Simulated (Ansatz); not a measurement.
Li (bcc, W type)

```yaml
crystal:
  lattice:
    - [-3.43479, 3.43479, 3.43479]
    - [1.71739, -1.71739, 1.71739]
    - [1.71739, 1.71739, -1.71739]
  atoms:
    - { symbol: Li, position: [0.00000, 0.00000, 0.00000] }
    - { symbol: Li, position: [0.50000, 0.00000, 0.00000] }
```

The atoms are displaced by Q × the pattern below (from a DFPT mode at N = (0.5, 0.0, 0.0), largest move 1; Q in Å), at fixed cell. (q is in reciprocal vectors of the primitive cell; the cell shown is doubled to hold the pattern.)

| atom | x | y | z |
|---|---|---|---|
| Li1 | 0.000 | 0.707 | -0.707 |
| Li2 | 0.000 | -0.707 | 0.707 |

Computed with PBE (plane waves to 420 eV, PAW, scalar-relativistic; Ansatz, a program for electronic structure). k mesh 19×19×19 (Γ-centred), Fermi-Dirac smearing 0.05 eV. The energy includes the smearing's −TS. With partly filled bands, energies and forces of such displacements shift with the k mesh and the smearing. Li was relaxed with its symmetry unable to fall. The PAW data are Ansatz's earlier set. The zero of ΔE is the undisplaced structure.

Q: What ΔE (eV/cell) and −dE/dQ from forces (eV/Å) does the calculation give at Q (Å) = -0.187, -0.140, -0.093, 0.093, 0.140, 0.187?

A: 
| Q (Å) | ΔE (eV/cell) | −dE/dQ from forces (eV/Å) |
|---|---|---|
| -0.187 | 0.0032 | 0.045 |
| -0.140 | 0.0015 | 0.027 |
| -0.093 | 0.0006 | 0.014 |
| 0.093 | 0.0006 | -0.014 |
| 0.140 | 0.0015 | -0.027 |
| 0.187 | 0.0032 | -0.045 |

(A displaced cell: forces are minus the slopes of the energy, force constants its curvatures, and phonons follow from these.)
